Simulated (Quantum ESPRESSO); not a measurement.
Kohn-Sham bands of Ni3Sn (Fm-3m)

```xyz
4
Lattice="0.0000 2.9323 2.9323 2.9323 0.0000 2.9323 2.9323 2.9323 0.0000" Properties=species:S:1:pos:R:3 pbc="T T T"
Ni     2.9323     2.9323     2.9323
Ni     1.4662     1.4662     1.4662
Ni    -1.4662    -1.4662    -1.4662
Sn     0.0000     0.0000     0.0000
```

Materials Project entry mp-11523; symmetrised, unrelaxed at this level. COD (Crystallography Open Database) has the formula in 3 space groups, this one among them (matched by group alone). Method: PBEsol plane waves in Quantum ESPRESSO 7.5 (PseudoDojo norm-conserving files, 79 Ry, spinors with spin-orbit coupling), Bloch states on a 4×4×4 mesh through Γ, Wannier90 4.0.1. Density: 12×12×12 mesh, cold smearing 0.01 Ry. A non-magnetic state is assumed; magnetic ones were not tried.

Question: List the Kohn-Sham levels between −8 and 3.0 eV relative to the Fermi level at the high-symmetry points, as a band run of pw.x on that density gives them (levels within 2 meV counted together).

Answer: 
```csv
point,k (reciprocal lattice),levels (eV)
Γ,0.000 0.000 0.000,"-3.74 (×2), -3.64 (×4), -3.13 (×4), -2.24 (×4), -2.13 (×2), -0.95 (×4), -0.81 (×2), -0.68 (×4), -0.58 (×4)"
X,0.500 0.000 0.500,"-6.37 (×2), -3.82 (×2), -3.52 (×2), -2.87 (×2), -2.66 (×2), -2.42 (×2), -2.37 (×2), -2.36 (×2), -1.69 (×2), -1.60 (×2), -1.29 (×2), -1.18 (×2), -0.81 (×2), -0.72 (×2), -0.63 (×2), -0.41 (×2), -0.40 (×2), -0.38 (×2), 2.97 (×2)"
U,0.625 0.250 0.625,"-5.85 (×2), -5.23 (×2), -3.48 (×2), -3.24 (×2), -2.58 (×2), -2.29 (×2), -2.25 (×2), -2.03 (×2), -1.86 (×2), -1.72 (×2), -1.38 (×2), -0.95 (×2), -0.86 (×2), -0.59 (×2), -0.48 (×2), -0.42 (×2), -0.25 (×2), 0.09 (×2)"
K,0.375 0.375 0.750,"-5.85 (×2), -5.23 (×2), -3.48 (×2), -3.24 (×2), -2.58 (×2), -2.29 (×2), -2.25 (×2), -2.03 (×2), -1.86 (×2), -1.72 (×2), -1.38 (×2), -0.95 (×2), -0.86 (×2), -0.59 (×2), -0.48 (×2), -0.42 (×2), -0.25 (×2), 0.09 (×2)"
L,0.500 0.500 0.500,"-6.96 (×2), -3.75 (×2), -3.69 (×2), -2.67 (×2), -2.55 (×2), -2.54 (×2), -2.27 (×2), -2.14 (×2), -1.75 (×2), -1.60 (×2), -1.56 (×2), -0.77 (×2), -0.71 (×2), -0.66 (×2), -0.60 (×2), -0.40 (×2)"
W,0.500 0.250 0.750,"-5.41 (×2), -5.29 (×2), -4.42 (×2), -2.94 (×2), -2.49 (×2), -2.48 (×2), -2.30 (×2), -1.99 (×2), -1.87 (×2), -1.62 (×2), -1.34 (×2), -0.80 (×2), -0.77 (×2), -0.70 (×2), -0.66 (×2), -0.38 (×2), -0.35 (×2), -0.33 (×2)"
```
